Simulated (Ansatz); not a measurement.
All numbers below come from DFT PBE, scalar-relativistic, plane waves, PAW (Ansatz 0.2.0). Settings: cutoff 420 eV, Γ-centred meshes spaced at most about 0.3 Å⁻¹, and about 0.25 Å⁻¹ or finer for metals (2π included), Gaussian smearing. No spin polarisation in the final relaxations.

All energies are static (0 K, no zero-point motion).

Two relaxed structures of SiP₅:

A.

```cif
data_structure
_symmetry_space_group_name_H-M 'F-43m'
_symmetry_Int_Tables_number 216
_cell_length_a 7.1968
_cell_length_b 7.1968
_cell_length_c 7.1968
_cell_angle_alpha 90.000
_cell_angle_beta 90.000
_cell_angle_gamma 90.000
_cell_volume 372.76
loop_
_atom_site_label
_atom_site_type_symbol
_atom_site_symmetry_multiplicity
_atom_site_Wyckoff_symbol
_atom_site_fract_x
_atom_site_fract_y
_atom_site_fract_z
_atom_site_occupancy
Si1 Si 4 a 0.00000 0.00000 0.00000 1
P1 P 16 e 0.88223 0.38223 0.88223 1
P2 P 4 d 0.25000 0.25000 0.75000 1
```

B.

```cif
data_structure
_symmetry_space_group_name_H-M 'P-6m2'
_symmetry_Int_Tables_number 187
_cell_length_a 2.7198
_cell_length_b 2.7198
_cell_length_c 14.1052
_cell_angle_alpha 90.000
_cell_angle_beta 90.000
_cell_angle_gamma 120.000
_cell_volume 90.36
loop_
_atom_site_label
_atom_site_type_symbol
_atom_site_symmetry_multiplicity
_atom_site_Wyckoff_symbol
_atom_site_fract_x
_atom_site_fract_y
_atom_site_fract_z
_atom_site_occupancy
Si1 Si 1 a 0.00000 0.00000 0.00000 1
P1 P 2 i 0.66667 0.33333 0.85325 1
P2 P 2 g 0.00000 0.00000 0.65228 1
P3 P 1 f 0.66667 0.33333 0.50000 1
```

Task: Which form is favoured at zero pressure, and by what margin per atom?

Result: B is lower, by 123 meV/atom. A has space group F-43m (No. 216), 15.5 Å³/atom and no gap on its mesh; B has Si and P ordered on hcp sites, space group P-6m2 (No. 187), 15.1 Å³/atom and no gap. Counting P atoms around Si (those within 1.25 times the shortest such distance or 1.15 times the sum of covalent radii, 1.27 where that leaves under three; the shortest distance is added where it exceeds 1.18 times the sum of covalent radii), A has Si 16 from 3.0 Å and B has Si 6 from 2.6 Å. A holds P–P units of three or more atoms (shortest 2.40 Å); in B the shortest P–P distance is 2.66 Å, near bonding range too. Even the lower one lies +0.72 eV/atom against the reference forms of the elements (uncorrected), so neither is stable at this level. In A, Si has 16 P at 3.00–3.12 Å; P on a site of symmetry 3m has 3 P at 2.40 Å, 3 P at 2.69 Å, 3 P at 2.97 Å and 3 Si at 3.00 Å; P on a site of symmetry -43m has 12 P at 2.97 Å and 4 Si at 3.12 Å. In B, around Si lie 6 P at 2.60 Å and 6 Si at 2.72 Å; P on a site of symmetry 3m is surrounded by 3 Si at 2.60 Å and 6 P at 2.72 Å; P on a second site of symmetry 3m is surrounded by 9 P at 2.66–2.72 Å; 1 more site not described. Both come from invented guesses. A third cell relaxed alike, in R-3m, lies 184 meV/atom below the lower of the two.

Weakly bound directions are ill-defined at this level, which has no dispersion term (P-6m2), and this can change margins and order among such cells. In F-43m, P-6m2 an odd number of electrons in the primitive cell allows no gap without spin; a larger cell or a magnetic state could open one. A magnetic state wasn't ruled out in cells without spin, among them F-43m, P-6m2. Cells relaxed within their symmetry can be saddle points.
